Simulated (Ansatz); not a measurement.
# Frozen-phonon scan for SrO (rock salt)

Starting cell, SrO (rock salt):

```yaml
crystal:
  lattice:
    - [0.00000, 5.19500, 5.19500]
    - [2.59750, 0.00000, 2.59750]
    - [2.59750, 2.59750, 0.00000]
  atoms:
    - { symbol: O, position: [0.00000, 0.00000, 0.00000] }
    - { symbol: O, position: [0.50000, 0.00000, 0.00000] }
    - { symbol: Sr, position: [0.25000, 0.50000, 0.50000] }
    - { symbol: Sr, position: [0.75000, 0.50000, 0.50000] }
```

A phonon eigenvector at L = (0.5, 0.0, 0.0) is frozen into this cell: atom i moves by Q times the vector below, so Q is the largest atomic displacement, in Å. The cell is held. (q is in reciprocal vectors of the primitive cell; the cell shown is doubled to hold the pattern.)

```json
[
 {"atom": "O1", "x": "-0.577", "y": "0.577", "z": "0.577"},
 {"atom": "O2", "x": "0.577", "y": "-0.577", "z": "-0.577"}
]
```

Atoms not listed stay in place.

The numbers are results of PBE (plane waves to 420 eV, PAW, scalar-relativistic; Ansatz, a program for electronic structure), not measurements. k mesh 11×11×11 (Γ-centred), Fermi-Dirac smearing 0.05 eV. Energies are smeared free energies. Stress and pressure are positive under compression. SrO was relaxed with its symmetry unable to fall. The zero of ΔE is the undisplaced structure.

| Q (Å) | ΔE (meV/cell) | P (GPa) | −dE/dQ from forces (eV/Å) |
|---|---|---|---|
| -0.180 | 323 | 1.18 | 3.577 |
| -0.150 | 225 | 0.82 | 2.987 |
| -0.120 | 144 | 0.53 | 2.394 |
| -0.090 | 81 | 0.30 | 1.798 |
| -0.060 | 36 | 0.13 | 1.199 |
| -0.030 | 9 | 0.03 | 0.600 |
| 0.000 | 0 | 0.00 | 0.000 |
| 0.030 | 9 | 0.03 | -0.600 |
| 0.060 | 36 | 0.13 | -1.199 |
| 0.090 | 81 | 0.30 | -1.798 |
| 0.120 | 144 | 0.53 | -2.394 |
| 0.150 | 225 | 0.82 | -2.987 |
| 0.180 | 323 | 1.18 | -3.577 |

Derived quantities:

The energy at Q = 0.180 Å is 323 meV/cell. Space group of the distorted cell: R-3m (No. 166), lowered from Fm-3m. Symmetry of the curve: even: the same for both signs. Shape of the curve: a single well with its minimum at or next to zero displacement. Harmonic wavenumber from the curvature (finite differences): 412 cm⁻¹. Wavenumber by perturbation theory (DFPT, on another k mesh): 412 cm⁻¹.

The 13 points together took about 2.7 core-minutes (a rough figure).

(For displaced atoms, the force is minus the slope of the energy, and its curvature is a force constant, which sets phonon frequencies.)
